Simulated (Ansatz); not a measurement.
Phonons of MgAu (CsCl type) at Γ, X = (0.5, 0.0, 0.0), M = (0.5, 0.5, 0.0), R = (0.5, 0.5, 0.5).

MgAu (CsCl type)

```
CELL_PARAMETERS angstrom
      3.21955     0.00000     0.00000
      0.00000     3.21955     0.00000
      0.00000     0.00000     3.21955
ATOMIC_POSITIONS crystal
  Mg 0.50000 0.50000 0.50000
  Au 0.00000 0.00000 0.00000
```

Level of theory: LDA (plane waves to 420 eV, PAW, scalar-relativistic; Ansatz, a quantum-chemistry and plane-wave program). Harmonic phonons by density-functional perturbation theory on a 14×14×14 k mesh, in cm⁻¹ and rounded to 5; i marks imaginary ones, q is in fractions of the reciprocal vectors of the cell shown, and the three acoustic modes at Γ are left out. MgAu was relaxed with its symmetry unable to fall. Spin-orbit coupling is left out, though Au is heavy.

```tsv
q	wavenumbers (cm⁻¹)
Γ	210 (×3)
X = (0.5, 0.0, 0.0)	70 (×2), 80, 215 (×2), 285
M = (0.5, 0.5, 0.0)	35 (×2), 70, 200, 265 (×2)
R = (0.5, 0.5, 0.5)	70 (×3), 270 (×3)
```

The structure shows no imaginary mode at these points (lowest 35 cm⁻¹ at M = (0.5, 0.5, 0.0)); other wave vectors were not tested.

Highest mode: 285 cm⁻¹ at X = (0.5, 0.0, 0.0).
